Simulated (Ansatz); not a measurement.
W (bcc, W type)

```yaml
crystal:
  lattice:
    - [-1.59183, 1.59183, 1.59183]
    - [1.59183, -1.59183, 1.59183]
    - [1.59183, 1.59183, -1.59183]
  atoms:
    - { symbol: W, position: [0.00000, 0.00000, 0.00000] }
```

The slice is a {211} plane (indices of the conventional cell) through the point (0.000, 0.000, 0.000) (fractional), spanned by u = [111] and v = [1 0 -1] in vectors of this cell: u (2.76 Å) and v (4.50 Å, at 90° to u). It covers one period; positions are fractions (u, v).

Calculation: PBE (plane waves to 420 eV, PAW, scalar-relativistic; Ansatz, a program for electronic structure). k mesh 20×20×20. Inside the PAW spheres the values are not all-electron values, and peaks at nuclei hang on which shells count as valence. Spin-orbit coupling is left out, though W is heavy. The PAW data are Ansatz's earlier set. W is run without spin polarisation. W was relaxed with its symmetry unable to fall.

Q: What is the valence density on the shortest W–W line in this plane (2.76 Å), at its midpoint?

A: 0.40 e/Å³.

Q: Sketch the valence electron density on this plane as a map.

A: 
```
|9999999977553322111122335577999999|
|9999998877442211111111224477889999|
|9999887755332211000011223355778899|
|8877775544221100000000112244557777|
|5555443322110000000000001122334455|
|3333222211000000000000000011222233|
|1111111100000000000000000000111111|
|0000000000000000000000000000000000|
|0000000000000000000000000000000000|
|0000000000000000000000000000000000|
|0000000000000000000000000000000000|
|0000000000000011111111000000000000|
|0000000000001111111111110000000000|
|0000000000001111111111110000000000|
|0000000000001111111111110000000000|
|0000000000000011111111000000000000|
|0000000000000000000000000000000000|
|0000000000000000000000000000000000|
|0000000000000000000000000000000000|
|0000000000000000000000000000000000|
|1111111100000000000000000000111111|
|3333222211000000000000000011222233|
|5555443322110000000000001122334455|
|8877775544221100000000112244557777|
|9999887755332211000011223355778899|
|9999998877442211111111224477889999|
|9999999977553322111122335577999999|
|9999999988553322111122335588999999|
```
Scale: ten equal steps from -0.59 (start of '0') to 0.77 (end of '9'), in the order '0123456789'. Values: log₁₀ of the valence density in e/Å³. The map has 17 points along u (two characters each, u = 0 at the left) and 28 along v (v = 0 in the bottom row). The scale is logarithmic, as a density can span decades between atoms and voids.
